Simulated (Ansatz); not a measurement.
# Relaxation path: Si₂Mo (MoSi2 type)

DFT, LDA, PAW with Ansatz's default frozen-core files, scalar-relativistic (Ansatz 0.2.0); a Γ-centred 15×15×15 k mesh, Fermi–Dirac smearing of 0.05 eV, no spin polarisation. The run relaxes shape and atoms at held volume.

Command: `ansatz run input.yaml --threads 1 --pin off --max-ram 3072MiB --backend cpu --events-out ev --progress --plain --runs-dir out` It took 11 s on 1 thread of AMD EPYC 9R45 (Zen 5) (shared host), peak memory 0.48 GiB.

```yaml
crystal:
  lattice:
    - [-1.4732978127, 1.4732978127, 3.6100275224]
    - [1.4732978127, -1.4732978127, 3.6100275224]
    - [1.4732978127, 1.4732978127, -3.6100275224]
  atoms:
    - { symbol: Mo, position: [0.0, 0.0, 0.0] }
    - { symbol: Si, position: [0.3352347194, 0.3352347194, 0.0] }
    - { symbol: Si, position: [-0.3352347194, -0.3352347194, 0.0] }
kpoints:
  mp_grid: { grid: [15, 15, 15] }
scf:
  occupations: { method: fermi_dirac, width: 0.05 }
hamiltonian:
  xc: lda
  pseudopotentials: { kind: paw }
output:
  forces: true
  stress: true
relax:
  f_tol: 0.005
  max_steps: 30
  cell: { stress_tol: 0.11, fix: [volume] }
```

Each step lists its free energy a cell above the last geometry, the pressure, the cell vectors (Å), and Cartesian positions (Å) with forces (eV/Å).

The first step:

```
step 1  dF = 27.06 meV  P = 82.4 GPa
  cell -1.4733 1.4733 3.6100  1.4733 -1.4733 3.6100  1.4733 1.4733 -3.6100
  Mo 0.0000 0.0000 0.0000   0.0000 0.0000 0.0000
  Si 0.0000 0.0000 2.4204   0.0000 0.0000 -0.6915
  Si 0.0000 0.0000 -2.4204   0.0000 0.0000 0.6915
```

The PAW files were made under PBE. The structure type is held throughout; the real material can change phase at far lower pressure.

The symmetry of the start is kept and no stability test is made, so the end need not be the stable phase.

Where does the relaxation end, and by which steps?

After 5 geometries, with conventional a, b, c = 2.929, 2.929, 7.308 Å, at 10.448 Å³/atom and 81.0 GPa in space group I4/mmm, with a shortest distance of 2.396 Å. The further steps:
```
step 2  dF = 3.56 meV  P = 81.4 GPa
  cell -1.4657 1.4657 3.6474  1.4657 -1.4657 3.6474  1.4657 1.4657 -3.6474
  Mo 0.0000 0.0000 0.0000   0.0000 0.0000 0.0000
  Si 0.0000 0.0000 2.4347   0.0000 0.0000 -0.3368
  Si 0.0000 0.0000 -2.4347   0.0000 0.0000 0.3368
step 3  dF = 0.24 meV  P = 81.0 GPa
  cell -1.4641 1.4641 3.6553  1.4641 -1.4641 3.6553  1.4641 1.4641 -3.6553
  Mo 0.0000 0.0000 0.0000   0.0000 0.0000 0.0000
  Si 0.0000 0.0000 2.4324   0.0000 0.0000 -0.0891
  Si 0.0000 0.0000 -2.4324   0.0000 0.0000 0.0891
step 4  dF = 0.00 meV  P = 81.0 GPa
  cell -1.4646 1.4646 3.6532  1.4646 -1.4646 3.6532  1.4646 1.4646 -3.6532
  Mo 0.0000 0.0000 0.0000   0.0000 0.0000 0.0000
  Si 0.0000 0.0000 2.4284   0.0000 0.0000 0.0049
  Si 0.0000 0.0000 -2.4284   0.0000 0.0000 -0.0049
step 5  dF = 0.00 meV  P = 81.0 GPa
  cell -1.4644 1.4644 3.6540  1.4644 -1.4644 3.6540  1.4644 1.4644 -3.6540
  Mo 0.0000 0.0000 0.0000   0.0000 0.0000 0.0000
  Si 0.0000 0.0000 2.4290   0.0000 0.0000 0.0000
  Si 0.0000 0.0000 -2.4290   0.0000 0.0000 0.0000
step 6  dF = -0.02 meV  P = 81.0 GPa  (same geometry on a basis chosen anew; earlier energies don't compare to the last digit)
  cell -1.4644 1.4644 3.6540  1.4644 -1.4644 3.6540  1.4644 1.4644 -3.6540
  Mo 0.0000 0.0000 0.0000   0.0000 0.0000 0.0000
  Si 0.0000 0.0000 2.4290   0.0000 0.0000 -0.0001
  Si 0.0000 0.0000 -2.4290   0.0000 0.0000 0.0001
```
